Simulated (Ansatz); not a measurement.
Input:

BeS (NiAs type, P6_3/mmc), a = 3.300 Å, b = 3.300 Å, c = 5.247 Å, α = 90.00°, β = 90.00°, γ = 120.00°.

This is the PBE-relaxed structure.

Task: All from PBE in the plane-wave PAW code Ansatz, unless another level is named. Give the electron effective mass.

Result: 0.35, 0.59, 0.59 mₑ (principal values).

Task: Give the formation energy from the elements (no fitted shifts).

Result: -0.55 eV/atom.

Task: What about the band gap?

Result: 1.44 eV (indirect).

Task: What about the weight of the conduction-edge state by species (Voronoi cells)?

Result: Be 73 %, S 27 %.

The start of the workflow was typed in or built on a structure type; neither database checked (COD, Materials Project) lists it. COD files the formula under space group No. 216, so this cell is another polymorph or a model. Its standing as an ambient phase is unchecked. The PBE relaxation kept the symmetry of its start; its stability against distortions is not shown here. The references are the lowest solids computed at this level, not always the standard phases.

Potentials: the earlier of the program's two PAW sets.
